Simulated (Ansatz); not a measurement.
# Comparing deformations in SnSe

These are results of DFT LDA, scalar-relativistic, plane waves, PAW in Ansatz, not measurements. The runs took a 420 eV cutoff, a Γ-centred 8×8×8 mesh and Gaussian smearing (0.05 eV). No spin polarisation. Energies are free energies at this smearing, counted from the undisturbed cell; pressure is positive in compression.

Reference structure (relaxed at this level; this rock-salt form isn't the usual structure):

```yaml
crystal:
  lattice:
    - [0.00000, 2.94665, 2.94665]
    - [2.94665, 0.00000, 2.94665]
    - [2.94665, 2.94665, 0.00000]
  atoms:
    - { symbol: Sn, position: [0.00000, 0.00000, 0.00000] }
    - { symbol: Se, position: [0.50000, 0.50000, 0.50000] }
```

The cell is strained by ε times a Voigt pattern (xx, yy, zz, yz, xz, xy; engineering shear) with fractional coordinates fixed. τ = (1/V0) dE/dε comes from the stress tensor. Of each scan, only the three points used here are listed.

```csv
pattern,ε,τ (GPa)
"(1, -1, 0, 0, 0, 0)",-0.0050,-1.45
"(1, -1, 0, 0, 0, 0)",0.0000,0.00
"(1, -1, 0, 0, 0, 0)",0.0050,1.45
"(1, 0, 0, 0, 0, 0)",-0.0250,-4.53
"(1, 0, 0, 0, 0, 0)",0.0000,0.01
"(1, 0, 0, 0, 0, 0)",0.0250,3.38
"(0, 1, 0, 0, 0, 0)",-0.0050,-0.79
"(0, 1, 0, 0, 0, 0)",0.0000,0.01
"(0, 1, 0, 0, 0, 0)",0.0050,0.77
```

Problem. Which constants do the scans give, and which deformation costs least for the same size of strain tensor?

Solution. The slope dτ/dε at zero (parabola through three points) is pᵀCp: (1, -1, 0, 0, 0, 0) gives 2(C11 − C12) = 289 GPa; (1, 0, 0, 0, 0, 0) gives C11 = 158 GPa; (0, 1, 0, 0, 0, 0) gives C11 = 157 GPa. The size of the strain tensor, ε:ε, is ε² times 2.0, 1.0, 1.0. Per unit of it the stiffnesses are 145, 158, 157 GPa, so (1, -1, 0, 0, 0, 0) is the softest of these: at ε:ε = (1 %)² the quadratic term costs 1.16 meV/atom against 1.26 for the stiffest.

Problem. What else follows for this cubic crystal?

Solution. From the unrounded slopes C11 = 156.7 and C12 = 12.0 GPa, so B = (C11 + 2 C12)/3 = 60 GPa and the Poisson ratio for a pull along a cube edge is C12/(C11 + C12) = 0.07.